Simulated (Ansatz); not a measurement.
TaAl:
```xyz
2
Lattice="2.8220 0.0000 0.0000 0.0000 2.8220 0.0000 0.0000 0.0000 4.1595" Properties=species:S:1:pos:R:3 pbc="T T T"
Ta     0.0000     0.0000     0.0000
Al     1.4110     1.4110     2.0797
```

Relaxed with r²SCAN. Special points in fractions of this cell's reciprocal vectors: Γ (0.000, 0.000, 0.000); X (0.000, 0.500, 0.000); M (0.500, 0.500, 0.000); Z (0.000, 0.000, 0.500); R (0.000, 0.500, 0.500); A (0.500, 0.500, 0.500).

**Question.** List the band energies nearest the Fermi level at these points for r²SCAN (plane waves, PAW; program Ansatz).

**Answer.** In eV from the Fermi level; about four levels below and three above (degenerate sets whole), none deeper than 8.9 eV; points with the same levels are listed once.

```csv
k,below,above
Γ,-3.93 -2.79 -0.99,3.04 3.04 5.71
X,-6.12 -5.03 -3.45 -1.79,2.05 3.93 4.86
M,-1.41 -1.41 -0.82 -0.82,5.03 6.01 7.82
Z,-8.35 -7.52 -2.60 -0.21,2.30 2.30 5.75
R,-6.43 -3.56 -3.33 -1.47,1.03 2.14 3.40
A,-4.54 -3.67 -3.67,1.27 2.41 2.52
```

Space group P4/mmm (L1₀ or tetragonal B2). The start of the workflow was typed in or built on a structure type; neither database checked (COD, Materials Project) lists it. Its standing as an ambient phase is unchecked. The cell was relaxed with r²SCAN under the symmetry of its start; whether a distortion lowers the energy is not shown. The run is not spin-polarised. Spin–orbit coupling is left out wherever it is not named.

Potentials: the earlier of the program's two PAW sets.
